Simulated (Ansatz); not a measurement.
KZnF3 (cubic perovskite)

```xyz
5
Lattice="4.1275 0.0000 0.0000 0.0000 4.1275 0.0000 0.0000 0.0000 4.1275" Properties=species:S:1:pos:R:3 pbc="T T T"
K      0.0000     0.0000     0.0000
Zn     2.0637     2.0637     2.0637
F      0.0000     2.0637     2.0637
F      2.0637     0.0000     2.0637
F      2.0637     2.0637     0.0000
```

Calculation: PBE (plane waves to 420 eV, PAW, scalar-relativistic; Ansatz, a first-principles code). Harmonic phonons by density-functional perturbation theory on a 6×6×6 k mesh, in cm⁻¹; i marks imaginary ones, q is in fractions of the reciprocal vectors of the cell shown, and the three acoustic modes at Γ are left out. The non-analytic (LO-TO) term is not included, so polar modes at Γ have their transverse values. The program warned that its band solver left a few bands short of their tolerance. KZnF3 was relaxed with its symmetry unable to fall.

Task: Is the structure dynamically stable at Γ, X = (0.5, 0.0, 0.0), M = (0.5, 0.5, 0.0), R = (0.5, 0.5, 0.5)?

Result: No imaginary mode at these points (lowest 43 cm⁻¹ at R = (0.5, 0.5, 0.5)); other wave vectors were not tested.

Task: List the wavenumbers at Γ, X = (0.5, 0.0, 0.0), M = (0.5, 0.5, 0.0), R = (0.5, 0.5, 0.5), with degeneracies.

Result: 
```csv
q,wavenumbers (cm⁻¹)
Γ,"114 (×3), 144 (×3), 173 (×3), 376 (×3)"
"X = (0.5, 0.0, 0.0)","86 (×2), 98 (×2), 143, 154, 162 (×2), 165 (×2), 170, 287, 371 (×2), 411"
"M = (0.5, 0.5, 0.0)","48, 96, 106 (×2), 120, 161 (×2), 164 (×2), 225, 248, 249 (×2), 365, 458"
"R = (0.5, 0.5, 0.5)","43 (×3), 118 (×3), 222 (×3), 224 (×2), 232 (×3), 490"
```
